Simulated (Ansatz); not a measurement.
Bulk NiS2, relaxed with plane-wave PAW r²SCAN+D4 (Ansatz code):

```
CELL_PARAMETERS angstrom
      3.94009     0.00000     0.08616
      0.00000     5.21996     0.00000
     -1.83919     0.00000     4.79501
ATOMIC_POSITIONS crystal
  Ni 0.75000 0.83335 0.75000
  Ni 0.25000 0.33335 0.25000
  S  0.26339 0.95035 0.42066
  S  0.73661 0.45035 0.57934
  S  0.76339 0.21634 0.92066
  S  0.23661 0.71634 0.07934
```

Task: One layer is taken out and relaxed. What does that cost?

Result: 130 meV/atom, or 29 meV/Å² of layer.

Task: What lattice and gap has the free layer?

Result: a = 5.157 Å, b = 5.285 Å; gap 1.09 eV, indirect.

Space group P2_1/c. The layer was cut from a bulk entry of the Materials Project (measured or hypothetical); whether that bulk phase is the ambient one, and whether the layer has been isolated, was not checked. The cell was relaxed with r²SCAN+D4 under the symmetry of its start; its stability against distortions is not shown here. The workflow began spin-polarised and lost its moments.

Potentials: the later of the program's two PAW sets.
